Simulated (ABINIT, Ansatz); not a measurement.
Given: the input of a run of Ansatz 0.2.0 on HfRu3. The cell comes from a database or a generator and needn't be the stable form of this composition.

input.yaml

```yaml
crystal:
  lattice:
    - [3.955773, 0.0, 0.0]
    - [0.0, 3.955773, 0.0]
    - [0.0, 0.0, 3.955773]
  atoms:
    - { symbol: Hf, position: [0.0, 0.0, 0.0] }
    - { symbol: Ru, position: [0.0, 0.5, 0.5] }
    - { symbol: Ru, position: [0.5, 0.0, 0.5] }
    - { symbol: Ru, position: [0.5, 0.5, 0.0] }
hamiltonian:
  xc: pbe
  pseudopotentials: { kind: paw }
kpoints:
  mp_grid: { grid: [7, 7, 7] }
scf:
  occupations: { method: fermi_dirac, width: 0.05 }
output:
  forces: true
  stress: true
  eigenvalues: true
  write_density: true
  write_potential: true
  elf: true
  volumetric_format: npy
```

Potentials or basis: Ansatz PAW.

Run with:

```bash
$ ansatz run input.yaml --threads 2 --pin off --max-ram 5120MiB --backend cpu --events-out ev --progress --plain --runs-dir out
```

Question: Translate it to ABINIT 10.8.3 (patched build). Potentials or basis there: JTH PAW PBE v2.0, cutoff 517 eV.

Answer: As run (cutoffs and basis follow the program's own potentials, and thresholds, step limits or extra output files can differ):

The input run.abi:

```
# Pseudopotentials
pp_dirpath "./"
pseudos "Hf.GGA_PBE-JTH.xml, Ru.GGA_PBE-JTH.xml"

# Structure
structure "poscar:POSCAR"
natom 4

# Plane-wave basis
ecut 19.0
pawecutdg 38.0
pawxcdev 0

# k points
kptopt 1
ngkpt 7 7 7
nshiftk 1
shiftk 0.0 0.0 0.0

# Exchange and correlation
ixc 11

# Bands and occupations
nband 36
occopt 3
tsmear 0.05 eV

# SCF cycle
nstep 100
tolvrs 1.0e-9

# Output
iomode 3
prtwf 0
prteig 0
prtebands 0
prtden 1
prtvha 1
prtvclmb 1
prtpot 1
```

The input POSCAR:

```
HfRu3
1.0
    3.9557730000      0.0000000000      0.0000000000
    0.0000000000      3.9557730000      0.0000000000
    0.0000000000      0.0000000000      3.9557730000
Hf Ru
1 3
Direct
    0.0000000000      0.0000000000      0.0000000000  Hf
    0.0000000000      0.5000000000      0.5000000000  Ru
    0.5000000000      0.0000000000      0.5000000000  Ru
    0.5000000000      0.5000000000      0.0000000000  Ru
```

Potentials or basis: JTH PAW PBE v2.0.

Run with:

```bash
$ abinit run.abi > log 2>&1
```

Both were run:

|  | Ansatz | ABINIT |
| --- | --- | --- |
| Pressure | -1.1 GPa | -1.6 GPa |

Ansatz's pressure holds a Pulay term of +0.07 GPa for its cutoff of 420 eV, which the other run lacks.

The potentials hold 74 and 60 valence electrons a cell.

Where Ansatz's input types no cutoff or centring, it takes its own default and a Γ-centred mesh.

Pressure is positive in compression.
